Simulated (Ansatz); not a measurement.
Consider the following.

Sn3Ge:
```cif
data_GeSn3
_chemical_formula_sum 'Ge1 Sn3'
_space_group_name_H-M_alt 'P 1'
_space_group_IT_number 1
_cell_length_a 4.47223
_cell_length_b 4.47223
_cell_length_c 6.34632
_cell_angle_alpha 90.000
_cell_angle_beta 90.000
_cell_angle_gamma 90.000
loop_
_space_group_symop_operation_xyz
  'x, y, z'
loop_
_atom_site_label
_atom_site_type_symbol
_atom_site_fract_x
_atom_site_fract_y
_atom_site_fract_z
_atom_site_occupancy
Ge1 Ge 0.00000 0.00000 0.00000 1
Sn1 Sn 0.50000 0.00000 0.23377 1
Sn2 Sn 0.50000 0.50000 0.50000 1
Sn3 Sn 0.00000 0.50000 0.76623 1
```

This is the PBEsol-relaxed structure.

Q: All from PBEsol in the plane-wave PAW code Ansatz, unless another level is named. Estimate the electronic character.

A: metallic (no gap).

Q: Predict the density of states at the Fermi level.

A: 0.06 states/eV per atom (mean over ±0.08 eV).

Q: Give the formation energy from the elements (no fitted shifts).

A: 57 meV/atom.

Q: And the gap with spin–orbit coupling?

A: none (metallic).

Space group P-4m2. The start of the workflow was typed in or built on a structure type; neither database checked (COD, Materials Project) lists it. Whether it is the stable phase at ambient conditions was not checked. The cell was relaxed with PBEsol under the symmetry of its start; whether a distortion lowers the energy is not shown. The references are the lowest solids computed at this level, not always the standard phases. Spin–orbit coupling is left out wherever it is not named.

Potentials: the later of the program's two PAW sets.
